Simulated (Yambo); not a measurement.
Here is the system:

```
CELL_PARAMETERS angstrom
      3.33365    -4.73389     0.00000
      3.33365     4.73389     0.00000
      0.00000     0.00000     3.37048
ATOMIC_POSITIONS crystal
  O  0.24944 0.75056 0.00000
  O  0.75056 0.24944 0.00000
  O  0.74853 0.74853 0.50000
  O  0.25147 0.25147 0.50000
  Ca 0.50000 0.50000 0.00000
  Cd 0.00000 0.50000 0.50000
  Cd 0.50000 0.00000 0.50000
  Cd 0.00000 0.00000 0.00000
```

Workflow: PBEsol (Quantum ESPRESSO, PseudoDojo norm-conserving, 102 Ry, no spin-orbit coupling), then G0W0 in Yambo (2×2×4 Γ-centred k mesh, bands 13 to 181 and a 7 Ry block in the screening, 181 bands in G with the Bruneval-Gonze terminator, plasmon pole fitted at 27.2 eV).

**Question.** Give the PBEsol and G0W0 gaps between the band edges found on this mesh, and say where the edges lie.

**Answer.** Edges: Γ → Γ. PBEsol: 0.17 eV; G0W0: 1.04 eV. Nearest settings tried, and what they do to the gap: 87 bands in G: +37 meV; 100 bands in W: +217 meV. Not varied: block, mesh. So the settings aren't converged at that level. Spin-orbit splittings are left out.

Geometry of the Materials Project entry, not relaxed at this level.

The structure is a Materials Project entry; no match was found in the copy of COD used, and its stability was not checked.
